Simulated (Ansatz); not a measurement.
Ge:
```cif
data_Ge8
_chemical_formula_sum 'Ge8'
_space_group_name_H-M_alt 'Fd-3m :1'
_space_group_IT_number 227
_space_group_name_Hall 'F 4d 2 3 -1d'
_cell_length_a 5.67195
_cell_length_b 5.67195
_cell_length_c 5.67195
_cell_angle_alpha 90.000
_cell_angle_beta 90.000
_cell_angle_gamma 90.000
loop_
_atom_site_label
_atom_site_type_symbol
_atom_site_symmetry_multiplicity
_atom_site_Wyckoff_symbol
_atom_site_fract_x
_atom_site_fract_y
_atom_site_fract_z
_atom_site_occupancy
Ge1 Ge 8 b 0.50000 0.50000 0.50000 1
```
(The calculation used a cell of 2 atoms; values per cell refer to that cell.)

Relaxed with r²SCAN. Independent-particle spectrum: no excitons, no local fields, no scissors shift; 0.1 eV broadening; ε₁ of the summed bands alone.

Tabulate the dielectric function from DFT-r²SCAN in the program Ansatz with PAW potentials.



```csv
E (eV),ε₁ xx,ε₂ xx
0.0,17.35,0.00
0.4,18.26,0.51
0.8,18.50,1.52
1.2,20.22,2.25
1.6,24.83,4.90
2.0,20.55,20.65
2.4,12.29,15.42
2.8,13.69,14.21
3.2,12.52,16.62
3.6,11.61,18.85
4.0,12.78,27.26
4.4,-12.57,21.12
4.8,-7.79,12.40
5.2,-5.50,11.65
5.6,-8.80,10.33
6.0,-7.54,6.54
6.4,-6.32,4.87
6.8,-5.43,3.81
7.2,-4.65,2.97
7.6,-3.92,2.38
8.0,-3.26,1.99
8.4,-2.46,1.87
8.8,-2.56,2.00
9.2,-2.42,1.61
9.6,-2.14,1.35
10.0,-1.90,1.19
10.4,-1.68,1.04
10.8,-1.49,0.94
11.2,-1.37,0.90
11.6,-1.28,0.70
12.0,-1.07,0.59
```

From ε at 1.3 eV (xx: 20.97 + 2.58i), find n, k, the normal reflectivity and the absorption coefficient.

n = 4.59, k = 0.281, R = 41 %, α = 2kE/ħc = 37000 cm⁻¹.

With all bands, ε∞ without local fields is 17.4.

The r²SCAN relaxation kept the symmetry of its start; phonons on a q-mesh show no instability. Scalar-relativistic: spin–orbit coupling is off unless named, which matters more the heavier the elements.

Potentials: the earlier of the program's two PAW sets.
